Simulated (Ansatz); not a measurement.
Sn3Se (Pm-3m), stationary points along a deformation path

Level of theory: DFT r2SCAN, scalar-relativistic, plane waves, PAW in Ansatz. The runs took a 500 eV cutoff, a Γ-centred 12×12×12 mesh and Gaussian smearing (0.15 eV). No spin polarisation. Energies are free energies at this smearing, counted from the undisturbed cell; pressure is positive in compression.

The undisturbed cell (relaxed at this level; with this scan's settings it stands at -0.1 GPa; it needn't be the usual structure):

```
Sn Se
1.0
     4.72609    0.00000    0.00000
     0.00000    4.72609    0.00000
     0.00000    0.00000    4.72609
Sn Se
3 1
Direct
  0.00000 0.50000 0.50000
  0.50000 0.00000 0.50000
  0.50000 0.50000 0.00000
  0.00000 0.00000 0.00000
```

At fixed volume and fractional coordinates, lengths along (0.577, 0.577, 0.577) are scaled against those across it; ρ is that ratio over its starting value. V = 26.390 Å³/atom. Δσ is the stress along the axis less the mean stress across it (compression positive).

```csv
ρ,ΔE (meV/atom),Δσ (GPa),space group
0.500,-325.7,0.00,Im-3m
0.710,-41.9,-8.48,R-3m
1.000,0.0,0.00,Pm-3m
1.410,171.5,-12.06,R-3m
2.000,1271.9,-51.44,R-3m
```

Q: How does the stress give the slope of the energy, and where is the energy stationary?

A: Along the path d ln(length) is 2/3 d ln ρ on the axis and −1/3 d ln ρ across it, so dE/d ln ρ = −(2/3) V Δσ: the energy falls with ρ where Δσ is positive. Δσ vanishes or changes sign at ρ = 0.500 (Im-3m, an end of the scan), at -325.7 meV/atom; at ρ = 1.000 (Pm-3m), a stationary point at 0.0 meV/atom. Pairs of stationary points between two samples would go unseen, and could change a minimum read from distant neighbours into a maximum. At ρ = 0.500, 1.000 the cell is cubic, where symmetry alone makes the stress isotropic and the slope zero.

Q: Is the start the lowest point of the path?

A: No: ρ = 0.500 lies 325.7 meV/atom lower. No sample between lies above the start, but a cubic through the energies and slopes at the samples rises about 19 meV/atom above it, so a barrier is likely. Volume and inner coordinates are held, so a relaxed structure there would lie lower still.

In a metal these slopes depend on the k mesh and the smearing.

Cost: 5 runs of about 5.4 core-minutes in all, on Intel Xeon Platinum 8259CL (Skylake/Cascade Lake) (shared hosts).